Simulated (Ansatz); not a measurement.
The elements of this relaxed trial crystal are hidden behind letters.

```
lattice vectors (Å)
   4.0541    0.0000    0.0000
   0.0000    4.0541    0.0000
   0.0000    0.0000   17.1817
fractional positions
X 0.0000 0.0000 0.6669
X 0.5000 0.5000 0.8335
X 0.0000 0.0000 0.0000
X 0.5000 0.5000 0.1665
X 0.0000 0.0000 0.3331
Z 0.5000 0.5000 0.5000
Q 0.5000 0.0000 0.9167
Q 0.0000 0.5000 0.0833
Q 0.5000 0.0000 0.2498
Q 0.0000 0.5000 0.4160
Q 0.5000 0.0000 0.5840
Q 0.0000 0.5000 0.7502
```

The calculation used DFT PBE, scalar-relativistic, plane waves, PAW in Ansatz. The final run on the 12-atom cell used 420 eV, a Γ-centred 8×8×2 mesh, 0.02 eV smearing and no spin polarisation.

- Space group: P-4m2 (No. 115)
- Conventional cell: a = 4.054 Å, c = 17.182 Å
- Volume per atom: 23.53 Å³
- Density: 3.85 g/cm³
- Formation energy: −0.464 eV/atom
- Gap on the 8×8×2 mesh of the 12-atom cell: 1.40 eV

Energies are uncorrected and count from the elements' standard states at the same level.

Question: X is a p-block element of period 3, Z is a p-block element of period 4 and Q is a p-block element of period 4. Which elements are they?

Answer: X = Al, Z = Ga, Q = As, so the formula is Al5GaAs6. Density times volume gives a mean mass of 3.85 × 23.53/1.6605 = 54.6 u per atom, and this set has 54.5 u. Al on a site of symmetry 2mm is surrounded by 4 As at 2.48 Å; Ga has 4 As at 2.49 Å; As on its first site is surrounded by 4 Al at 2.48 Å; 4 more sites not described. Other sets within the hints have nearly the same mass, so mass alone doesn't settle it; this one was computed.

Kohn–Sham gaps at this level usually fall short of measured ones. A later test with randomly moved atoms came back to the same energy, though modes that don't fit the test's cell weren't probed.
